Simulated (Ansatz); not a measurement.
Is this Mg2B3 structure a true minimum?

It was reached by relaxing an invented guess, and it needn't be the stable form of this composition.

Computed with Ansatz 0.2.0, DFT PBE, scalar-relativistic, plane waves, PAW. Plane waves to 420 eV, a k mesh through Γ of 12×12×6 on the computed 5-atom cell and Gaussian smearing (0.10 eV); no spin polarisation.

The cell below (5 atoms, space group P3m1 (No. 156)) is relaxed within its symmetry.

```
Mg B
1.0
     3.45271    0.00000    0.00000
    -1.72636    2.99014    0.00000
     0.00000    0.00000    6.45133
Mg B
2 3
Direct
  0.66667 0.33333 0.67639
  0.33333 0.66667 0.30521
  0.83361 0.16639 0.03347
  0.83361 0.66723 0.03347
  0.33277 0.16639 0.03347
```

For the test a repeat of it with 10 atoms (edges 3.45, 5.98, 6.45 Å) was strained at random (σ = 1.5 % a component), the atoms were moved at random (σ = 0.05 Å), and all was relaxed again on a coarse 6×4×4 mesh (in the run’s order of axes) with 0.20 eV smearing, with no symmetry imposed.

The cell is a metal run without spin; a magnetic state may lie lower.

Problem. Is the structure stable against such a distortion?

Solution. It doesn't return. The energy falls by 97 meV/atom on that mesh, the volume changes by -4.7 %, and the end has space group R-3m (No. 166) at a loose tolerance. Relaxed again on a 12×12×12 mesh with 0.10 eV smearing, the new structure lies 85 meV/atom below the first (mesh in the axes of the run's cell; the cell below is made exact in the group named). Space group R-3m (No. 166), trigonal, a = 3.461 Å, c = 18.342 Å. Mg is surrounded by 6 B at 2.52 Å; around B lie 4 B at 1.73 Å and 4 Mg at 2.52 Å.

Space group R-3m:H (No. 166). a = 3.461 Å, b = 3.461 Å, c = 18.342 Å, α = 90.00°, β = 90.00°, γ = 120.00°
```csv
atom,site,symmetry,x,y,z
Mg,6c,3m,0.0000,0.0000,0.9002
B,9e,.2/m,0.0000,0.5000,0.0000
```
